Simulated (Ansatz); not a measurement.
VGe2 (fluorite or antifluorite type, space group No. 225) at seven volumes, the program Ansatz at the PBE level (PAW), scaled uniformly. One row is withheld.

| V (Å³/atom) | P (GPa) |
|---|---|
| 16.807 | ? |
| 17.361 | 5.93 |
| 17.915 | 2.79 |
| 18.469 | 0.00 |
| 19.024 | -2.38 |
| 19.578 | -4.29 |
| 20.132 | -5.89 |

Fit the shown pressures and predict the withheld one.

P = (3/2)B₀(x^(7/2) − x^(5/2))[1 + (3/4)(B′ − 4)(x − 1)] with x = (V₀/V)^(2/3). Least squares on the six rows gives V₀ = 18.467 Å³/atom, B₀ = 83.7 GPa, B′ = 4.64. At V = 16.807, x = 1.0648 and P = 9.82 GPa. The run itself gave 9.47 GPa.

Space group Fm-3m (fluorite or antifluorite type). The cell is a constructed one: a structure type filled with these elements; neither database checked (COD, Materials Project) lists it. Its standing as an ambient phase is unchecked. The cell was relaxed with PBE under the symmetry of its start; whether a distortion lowers the energy is not shown. Magnetic state: ferromagnetic, chosen from 3 collinear starts compared on coarse meshes (ties went to the first, and starts can fall back to one state), not a proven ground state.

Potentials: the later of the program's two PAW sets.
